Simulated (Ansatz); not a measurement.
Geometry optimisation in Ansatz: input, command and trajectory.

```yaml
crystal:
  lattice:
    - [-4.3012595, 4.3012595, 0.0]
    - [-4.3012595, 0.0, 4.3012595]
    - [0.0, 4.3012595, 4.3012595]
  atoms:
    - { symbol: B, position: [0.9960243634, 0.0044088498, 0.0060773389] }
    - { symbol: B, position: [0.9994210753, 0.001801744, 0.4975261181] }
    - { symbol: B, position: [0.5011071197, 0.4961293904, 0.4995835396] }
    - { symbol: "N", position: [0.8711509056, 0.8748475781, 0.3786624987] }
    - { symbol: "N", position: [0.3842452691, 0.871241695, 0.3749417998] }
    - { symbol: "N", position: [0.8783568503, 0.3691213355, 0.3706793946] }
    - { symbol: "N", position: [0.8798357103, 0.8738130016, 0.8730221201] }
    - { symbol: "N", position: [0.3758879362, 0.3676518845, 0.3734389888] }
    - { symbol: "N", position: [0.3739769257, 0.8774048181, 0.8725068667] }
    - { symbol: "N", position: [0.8822611955, 0.3791597997, 0.8683151785] }
    - { symbol: "N", position: [0.3785315808, 0.3727280787, 0.875344251] }
    - { symbol: Ga, position: [0.5011360202, 0.001380534, 0.002508072] }
    - { symbol: Ga, position: [0.994605457, 0.5038742938, 0.4978601896] }
    - { symbol: In, position: [0.0066521926, 0.490391657, 0.0005262419] }
    - { symbol: In, position: [0.5009263392, 0.5027101256, 0.9927862147] }
    - { symbol: In, position: [0.5018491654, 0.9999705313, 0.5003615305] }
  symmetry: { detect: false }
basis:
  ecutwfc: 420
kpoints:
  mp_grid: { grid: [3, 3, 3], shift: [0.0, 0.0, 0.0] }
hamiltonian:
  xc: pbe
scf:
  occupations: { method: gaussian, width: 0.1 }
  lower_state_search: "off"
output:
  forces: true
  stress: true
  eigenvalues: true
relax:
  adjacent_minimum: "off"
  f_tol: 0.04
  max_steps: 50
  cell: { stress_tol: 0.3 }
```

```bash
ansatz run input.yaml --threads 4 --pin off --max-ram 9216MiB --backend cpu --events-out ev --progress --plain --runs-dir out
```

These are results of Ansatz 0.2.0, DFT PBE, scalar-relativistic, plane waves, PAW, not measurements.

Of 22 frames 10 are shown, positions in Å and forces in eV/Å; the SCF threshold varies from step to step. Steps run on the plane waves of an earlier cell, with a Pulay correction in the pressure. The basis is chosen afresh for the last frame, the zero of the energies, and can be on the way; energy and pressure step there, also at an unchanged geometry. Here that happened at step 17 (-18 meV/atom, 1.7 GPa); the frames before carry an error of that size. The mark taken_back stands on steps that the optimiser undid.

```xyz
16
Lattice="-4.3013 4.3013 0.0000 -4.3013 0.0000 4.3013 0.0000 4.3013 4.3013" Properties=species:S:1:pos:R:3:forces:R:3 pbc="T T T" step=1 free_energy_over_end_meV_per_atom=1038.59 pressure_GPa=47.83
B    -4.3031    4.3103    0.0451   -1.0040   -0.1240   -0.8380
B    -4.3065    6.4388    2.1477    0.1710    0.2680    0.3520
B    -4.2894    4.3042    4.2828    0.6880   -0.1170   -0.0260
N    -7.5100    5.3758    5.3917   -9.1220    3.4880   -3.6100
N    -5.4002    3.2655    5.3602    8.5980   -3.3930   -3.6080
N    -5.3657    5.3724    3.1821    8.4210    3.7660    3.7700
N    -7.5429    7.5395    7.5136   -6.9350   -2.5950    2.5730
N    -3.1982    3.2231    3.1876   -3.6450    0.7050    9.0500
N    -5.3825    5.3614    7.5268    2.6330   -1.6310    9.4130
N    -5.4257    7.5297    5.3657    4.1380    1.1900   -8.2190
N    -3.2314    5.3932    5.3683   -2.4590   -2.7880   -9.2610
Ga   -2.1615    2.1663    0.0167    0.2330   -0.7430   -1.0540
Ga   -6.4454    6.4195    4.3087   -0.2190    1.2910   -1.0140
In   -2.1379    0.0309    2.1116   -1.5430   -0.9120    0.5790
In   -4.3169    6.4248    6.4325   -0.6730    1.5500    0.7610
In   -6.4597    4.3108    6.4533    0.7170    0.0470    1.1320
16
Lattice="-4.5864 4.4616 -0.0002 -4.5808 0.0054 4.4379 -0.0054 4.4561 4.4380" Properties=species:S:1:pos:R:3:forces:R:3 pbc="T T T" step=3 free_energy_over_end_meV_per_atom=239.75 pressure_GPa=-8.92
B    -4.6497    4.4666   -0.0049   -2.0560   -0.0100    0.0510
B    -4.5930    6.6997    2.2070   -0.0160   -0.0780    0.1280
B    -4.5267    4.4456    4.4398    2.0580    0.0140    0.0740
N    -8.3020    5.6390    5.5473    0.2320    0.2140   -0.3830
N    -5.4537    3.3056    5.5430   -0.1770   -0.1790   -0.4440
N    -5.4623    5.6535    3.3010   -0.2890    0.2380    0.2860
N    -8.3049    7.7598    7.7430    0.2410   -0.2390    0.3980
N    -3.5846    3.4677    3.5408   -0.6050    0.7430    1.3900
N    -5.6034    5.4528    7.9938    0.6010   -0.7390    1.2420
N    -5.5975    7.9251    5.3211    0.6000    0.7510   -1.3610
N    -3.5841    5.4520    5.3147   -0.5840   -0.7680   -1.3270
Ga   -2.2984    2.2258   -0.0087   -0.0560   -0.3130   -0.0260
Ga   -6.8853    6.7092    4.4301    0.0600    0.2380   -0.0450
In   -2.2872    0.0074    2.1959    0.0050    0.0540    0.2890
In   -4.5963    6.6797    6.6515    0.0060    0.0100   -0.0250
In   -6.8819    4.4639    6.6609   -0.0190    0.0640   -0.2470
16
Lattice="-4.4132 4.7375 -0.0565 -4.2716 0.0851 4.4758 -0.1190 4.5619 4.4419" Properties=species:S:1:pos:R:3:forces:R:3 pbc="T T T" step=6 free_energy_over_end_meV_per_atom=107.87 pressure_GPa=3.46
B    -4.6372    5.0076    0.1555    0.4210    0.7370    0.8710
B    -4.4458    7.0307    2.1865    0.4380    0.1750    0.4990
B    -4.1635    4.2438    4.7838    0.1120    1.5160   -1.4120
N    -7.8510    6.0862    5.4821   -0.9030   -0.7780   -0.4460
N    -5.2191    3.5128    5.4493   -0.6800   -0.6500    0.5350
N    -5.4920    6.4383    3.0029   -1.0590   -0.9310   -0.1490
N    -7.7611    7.8679    7.6009    0.8540   -0.2030   -0.5650
N    -3.4870    3.6682    3.6066    0.1220   -0.0960   -0.2530
N    -5.3174    5.6351    8.0693   -0.0390   -0.2980   -0.2210
N    -5.3571    8.4023    5.2967    0.4530    0.3840   -0.3290
N    -3.5713    5.5270    5.2818   -0.2320    0.0030    0.2670
Ga   -2.2352    2.2121   -0.0994   -0.2680    0.3240   -0.0700
Ga   -6.5919    7.2063    4.3318    0.3750    0.0600   -0.1030
In   -2.1164    0.0768    2.3292    0.1100    0.0360    0.6140
In   -4.4813    6.9410    6.6000    0.1520   -0.0290    0.1830
In   -6.5858    4.7440    6.5672    0.1440   -0.2500    0.5800
16
Lattice="-4.2770 4.8583 -0.0776 -4.0766 0.1229 4.5707 -0.0649 4.7159 4.6288" Properties=species:S:1:pos:R:3:forces:R:3 pbc="T T T" step=8 free_energy_over_end_meV_per_atom=52.50 pressure_GPa=-0.45
B    -4.4639    5.2657    0.2432   -0.2540   -0.1450    0.0460
B    -4.1951    7.0017    2.2967    0.4290   -0.7330    0.1400
B    -4.0699    4.5179    4.8542   -0.5600   -0.4230    0.0850
N    -7.5682    6.2418    5.6229   -0.3740    0.3120    0.2500
N    -5.1393    3.7162    5.4815   -0.4610    0.5590   -0.3370
N    -5.4047    6.5542    3.0191    0.4330    0.3170   -0.1880
N    -7.2136    7.8381    7.5945    0.0180    0.1190   -0.0460
N    -3.3044    3.8528    3.7655    0.0280    0.0060   -0.2270
N    -5.0025    5.8643    8.3669    0.4110   -0.1380    0.0340
N    -5.0423    8.7054    5.4355    0.2130    0.0240    0.0640
N    -3.5205    5.7562    5.4991    0.3220    0.0930    0.0950
Ga   -2.2032    2.2646   -0.0858    0.0960    0.3440    0.4270
Ga   -6.2625    7.4793    4.4639   -0.0320   -0.0310    0.0530
In   -2.1037    0.0471    2.3796   -0.3150   -0.1180   -0.1960
In   -4.2354    7.2723    6.9141   -0.1700    0.0830    0.0080
In   -6.2279    4.9658    6.8330    0.2150   -0.2710   -0.2080
16
Lattice="-4.2914 4.8629 -0.2075 -3.9860 0.0979 4.5524 -0.0171 4.6383 4.6332" Properties=species:S:1:pos:R:3:forces:R:3 pbc="T T T" step=10 free_energy_over_end_meV_per_atom=23.27 pressure_GPa=0.81
B    -4.4667    5.2617    0.1394   -0.2520   -0.0410   -0.0170
B    -4.0098    6.7571    2.2549   -0.3850   -0.0240   -0.0470
B    -4.0557    4.5109    4.7587    0.1520   -0.0970   -0.1790
N    -7.4931    6.1916    5.5227    0.0590   -0.0420   -0.1750
N    -5.2348    3.8703    5.2313   -0.0240    0.0370   -0.0990
N    -5.2993    6.4917    2.8797    0.1420    0.0570   -0.0480
N    -6.9608    7.6501    7.4744    0.4550    0.0550   -0.0150
N    -3.2573    3.7993    3.6942   -0.1080   -0.0410   -0.0440
N    -4.7914    5.7581    8.3508    0.1700   -0.0670    0.0770
N    -5.0002    8.6210    5.2883   -0.1480    0.2740   -0.0970
N    -3.4375    5.7119    5.4808   -0.1460    0.0010    0.0910
Ga   -2.1879    2.2909   -0.0862    0.0000   -0.0350    0.3310
Ga   -6.2240    7.4215    4.2845   -0.0630    0.0300    0.0580
In   -2.1678    0.0558    2.3501   -0.1910    0.2110   -0.0860
In   -4.3586    7.2868    6.8351    0.5160   -0.1170    0.2350
In   -6.0514    4.8908    6.8120   -0.1780   -0.2000    0.0150
16
Lattice="-4.2629 4.8659 -0.2217 -3.9447 0.0966 4.5518 0.0018 4.6461 4.6502" Properties=species:S:1:pos:R:3:forces:R:3 pbc="T T T" step=13 free_energy_over_end_meV_per_atom=28.34 pressure_GPa=1.33 taken_back
B    -4.4884    5.2658    0.1583    0.5660   -0.2480    0.0890
B    -3.9591    6.7741    2.2434    0.3510    0.3140    0.4020
B    -4.0235    4.4826    4.7450    0.5930    0.6270   -0.4500
N    -7.4454    6.2069    5.5161    0.0830   -0.1560   -0.1880
N    -5.2025    3.8879    5.1978   -0.3740   -0.5510    0.0450
N    -5.2274    6.5468    2.8943   -0.5450   -0.2360   -0.1510
N    -6.8056    7.6497    7.4560   -0.1920   -0.1560   -0.3170
N    -3.2280    3.7880    3.6853    0.1500    0.0670    0.1590
N    -4.6911    5.7166    8.3622   -0.3110    0.2640   -0.6440
N    -4.9970    8.6559    5.3404    0.1330   -0.1680    0.1180
N    -3.4110    5.7169    5.4471   -0.0760   -0.1170    0.1800
Ga   -2.1565    2.2823   -0.0979   -0.0210   -0.0540   -0.2800
Ga   -6.1743    7.4364    4.3057    0.1840    0.0790    0.3420
In   -2.2123    0.1244    2.3648    0.4560   -0.5440    0.3230
In   -4.2101    7.2585    6.8553   -0.9440    0.2570   -0.2130
In   -5.9974    4.8587    6.7854   -0.0520    0.6220    0.5860
16
Lattice="-4.2512 4.8595 -0.2225 -3.9410 0.0877 4.5821 -0.0002 4.6368 4.6696" Properties=species:S:1:pos:R:3:forces:R:3 pbc="T T T" step=15 free_energy_over_end_meV_per_atom=20.02 pressure_GPa=0.03
B    -4.4363    5.2577    0.1326    0.0290   -0.0660    0.0130
B    -3.9466    6.7541    2.2497    0.0540    0.0100   -0.0250
B    -4.0158    4.4979    4.7735    0.0030    0.0040   -0.0090
N    -7.4110    6.1821    5.5352   -0.0090    0.0190   -0.0020
N    -5.1989    3.8622    5.2404    0.0080    0.0090    0.0230
N    -5.2318    6.5229    2.8839   -0.0070   -0.0080    0.0000
N    -6.7781    7.5975    7.4793    0.0000   -0.0250    0.0290
N    -3.2244    3.7924    3.7160   -0.0140    0.0090    0.0060
N    -4.6826    5.7140    8.3918   -0.0240    0.0150   -0.0180
N    -4.9623    8.6380    5.3380   -0.0030    0.0180   -0.0060
N    -3.4191    5.7064    5.5149   -0.0190   -0.0150   -0.0020
Ga   -2.1679    2.2677   -0.0765   -0.0250    0.0150   -0.0160
Ga   -6.1543    7.4185    4.3257    0.0020    0.0240    0.0190
In   -2.1837    0.0880    2.3858   -0.0050   -0.0120    0.0090
In   -4.3038    7.2866    6.9008    0.0030    0.0050   -0.0200
In   -5.9824    4.8564    6.8559    0.0060   -0.0030    0.0000
16
Lattice="-4.2425 4.8618 -0.2279 -3.9324 0.0821 4.5858 0.0011 4.6351 4.6691" Properties=species:S:1:pos:R:3:forces:R:3 pbc="T T T" step=17 free_energy_over_end_meV_per_atom=2.42 pressure_GPa=1.71
B    -4.4232    5.2591    0.1267   -0.0110   -0.0090   -0.0270
B    -3.9294    6.7549    2.2396   -0.0290    0.0170    0.0350
B    -4.0099    4.4936    4.7748   -0.0230   -0.0130   -0.0010
N    -7.3905    6.1803    5.5304    0.0350   -0.0070   -0.0020
N    -5.1865    3.8516    5.2495    0.0020    0.0100   -0.0130
N    -5.2154    6.5246    2.8765   -0.0060   -0.0180    0.0120
N    -6.7541    7.5930    7.4777    0.0000    0.0090   -0.0280
N    -3.2224    3.7892    3.7153   -0.0210    0.0230   -0.0180
N    -4.6690    5.7070    8.3933    0.0010    0.0010    0.0080
N    -4.9496    8.6398    5.3317   -0.0100    0.0110    0.0060
N    -3.4170    5.7044    5.5135   -0.0020    0.0080   -0.0020
Ga   -2.1690    2.2691   -0.0768    0.0220   -0.0110    0.0130
Ga   -6.1408    7.4209    4.3185    0.0310   -0.0230    0.0130
In   -2.1829    0.0895    2.3873    0.0050    0.0000    0.0080
In   -4.3045    7.2857    6.8981   -0.0010   -0.0210    0.0090
In   -5.9684    4.8448    6.8630    0.0080    0.0230   -0.0110
16
Lattice="-4.1800 4.9244 -0.2706 -3.8411 0.0683 4.6404 0.0071 4.6609 4.7159" Properties=species:S:1:pos:R:3:forces:R:3 pbc="T T T" step=20 free_energy_over_end_meV_per_atom=0.46 pressure_GPa=0.03
B    -4.3443    5.3290    0.0901    0.0050    0.0460    0.0120
B    -3.8491    6.8163    2.2277   -0.0150   -0.0190   -0.0090
B    -3.9491    4.5199    4.8082    0.0140    0.0080    0.0030
N    -7.2351    6.2472    5.5612    0.0050   -0.0200    0.0040
N    -5.0936    3.8510    5.3204    0.0120   -0.0050   -0.0290
N    -5.1255    6.5828    2.8774    0.0040    0.0180    0.0090
N    -6.5752    7.6442    7.5251   -0.0100    0.0200   -0.0060
N    -3.1810    3.8202    3.7311   -0.0010    0.0330    0.0110
N    -4.5061    5.7242    8.4691   -0.0130   -0.0120    0.0000
N    -4.8665    8.7356    5.3421   -0.0020    0.0030   -0.0070
N    -3.3710    5.7475    5.5424    0.0070   -0.0290   -0.0010
Ga   -2.1345    2.2877   -0.1004    0.0010   -0.0030    0.0420
Ga   -6.0381    7.5016    4.3165    0.0010   -0.0360   -0.0080
In   -2.1724    0.0996    2.4153   -0.0120    0.0150   -0.0090
In   -4.2591    7.3589    6.9317    0.0140   -0.0150    0.0080
In   -5.8285    4.8646    6.9428   -0.0100   -0.0030   -0.0190
16
Lattice="-4.1797 4.9252 -0.2653 -3.8477 0.0666 4.6435 0.0034 4.6633 4.7135" Properties=species:S:1:pos:R:3:forces:R:3 pbc="T T T" step=22 free_energy_over_end_meV_per_atom=0.00 pressure_GPa=-0.02
B    -4.3464    5.3307    0.0960   -0.0020   -0.0150    0.0070
B    -3.8528    6.8201    2.2315    0.0060    0.0030    0.0030
B    -3.9499    4.5208    4.8103   -0.0110    0.0020   -0.0060
N    -7.2419    6.2431    5.5712    0.0100    0.0300   -0.0170
N    -5.0944    3.8506    5.3207   -0.0100   -0.0020    0.0090
N    -5.1286    6.5862    2.8819   -0.0040   -0.0050   -0.0070
N    -6.5881    7.6508    7.5309   -0.0020   -0.0110   -0.0050
N    -3.1819    3.8235    3.7324    0.0030   -0.0100    0.0030
N    -4.5228    5.7253    8.4724    0.0030    0.0000    0.0040
N    -4.8703    8.7373    5.3461    0.0040    0.0040    0.0060
N    -3.3747    5.7482    5.5448    0.0010    0.0100   -0.0020
Ga   -2.1364    2.2890   -0.0952    0.0050    0.0000   -0.0010
Ga   -6.0407    7.5016    4.3214   -0.0080   -0.0020    0.0050
In   -2.1727    0.0986    2.4159    0.0030   -0.0060    0.0010
In   -4.2669    7.3566    6.9386    0.0010    0.0050    0.0010
In   -5.8398    4.8624    6.9406    0.0010   -0.0020    0.0000
```

Time: 2.4 min on 4 threads of Intel(R) Xeon(R) Processor @ 2.70GHz, on a shared host, peak memory 0.77 GiB.

The k mesh is coarse.